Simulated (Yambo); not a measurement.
G0W0@LDA for NaBaIrH₆ (space group F-43m, No. 216) in Yambo. Reference settings: 2×2×2 Γ-centred k mesh, bands 6 to 173 and a 7 Ry block in the screening, 173 bands in G with the Bruneval-Gonze terminator, plasmon pole fitted at 27.2 eV. The LDA gap Γ → X on this mesh is 3.00 eV; G0W0 gaps are taken between the same points.

The settings were changed. The gap went from 4.36 eV to 4.25 eV, and the shift of the valence edge from -0.46 eV to -0.32 eV.

### Question
What was changed between the two runs?
A. 133 bands in W, 133 bands in G, 3 Ry block
B. 43 bands in W, 43 bands in G, 2 Ry block
C. 43 bands in W, 43 bands in G, 3 Ry block
D. 43 bands in W, 43 bands in G, 4 Ry block

### Answer
A, 133 bands in W, 133 bands in G, 3 Ry block. The others gave (gap, valence shift): 43 bands in W, 43 bands in G, 2 Ry block: 4.40, 0.01 eV; 43 bands in W, 43 bands in G, 3 Ry block: 4.39, 0.02 eV; 43 bands in W, 43 bands in G, 4 Ry block: 4.39, 0.01 eV.

Spin-orbit coupling is not included.

Geometry of the Materials Project entry, not relaxed at this level; primitive cell a = b = c = 5.547 Å, α = β = γ = 60.00°.

The structure is a Materials Project entry; no match was found in the copy of COD used, and its stability was not checked.

A shift is the quasiparticle energy of the state minus its LDA energy.
